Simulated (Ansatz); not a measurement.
The cell below belongs to a search over invented structures; it isn't taken from experiment.

Input and command of a plane-wave DFT calculation in Ansatz:

```yaml
crystal:
  lattice:
    - [0.0, 5.3704647103, 5.3704647103]
    - [5.3704647103, 0.0, 5.3704647103]
    - [5.3704647103, 5.3704647103, 0.0]
  atoms:
    - { symbol: Mg, position: [0.25, 0.25, 0.25], spin: 0.42 }
    - { symbol: Mg, position: [0.75, 0.75, 0.75], spin: 0.42 }
    - { symbol: Co, position: [0.5, 0.5, 0.5], spin: 0.23 }
    - { symbol: C, position: [0.7873501999, 0.2126498001, 0.2126498001] }
    - { symbol: C, position: [0.2126498001, 0.7873501999, 0.2126498001] }
    - { symbol: C, position: [0.2126498001, 0.2126498001, 0.7873501999] }
    - { symbol: C, position: [0.2126498001, 0.7873501999, 0.7873501999] }
    - { symbol: C, position: [0.7873501999, 0.2126498001, 0.7873501999] }
    - { symbol: C, position: [0.7873501999, 0.7873501999, 0.2126498001] }
    - { symbol: Au, position: [0.0, 0.0, 0.0], spin: -0.5 }
    - { symbol: "N", position: [0.6781791978, 0.3218208022, 0.3218208022] }
    - { symbol: "N", position: [0.3218208022, 0.6781791978, 0.3218208022] }
    - { symbol: "N", position: [0.3218208022, 0.3218208022, 0.6781791978] }
    - { symbol: "N", position: [0.3218208022, 0.6781791978, 0.6781791978] }
    - { symbol: "N", position: [0.6781791978, 0.3218208022, 0.6781791978] }
    - { symbol: "N", position: [0.6781791978, 0.6781791978, 0.3218208022] }
basis:
  ecutwfc: 420
kpoints:
  mp_grid: { grid: [6, 6, 6] }
hamiltonian:
  xc: pbe
scf:
  occupations: { method: gaussian, width: 0.1 }
output:
  forces: true
  stress: true
  eigenvalues: true
  populations: true
magnetization:
  spin_polarized: true
relax:
  adjacent_minimum: "off"
  f_tol: 0.01
  max_steps: 80
  cell: { stress_tol: 0.05 }
```

```bash
ansatz run input.yaml --threads 1 --pin off --max-ram 2560MiB --backend cpu --events-out ev --progress --plain --runs-dir out
```

Processor: Intel(R) Xeon(R) Platinum 8175M CPU @ 2.50GHz (Skylake/Cascade Lake), 1 thread, on a host shared with other jobs.

Task: Estimate time, memory and problem size.

Result: About 3.4 min, peak memory 1.1 GiB. It solves 72 bands at 16 k points (after reduction by symmetry) with about 5985 plane waves (on the last cell), in 40 SCF iterations over 3 ionic steps.
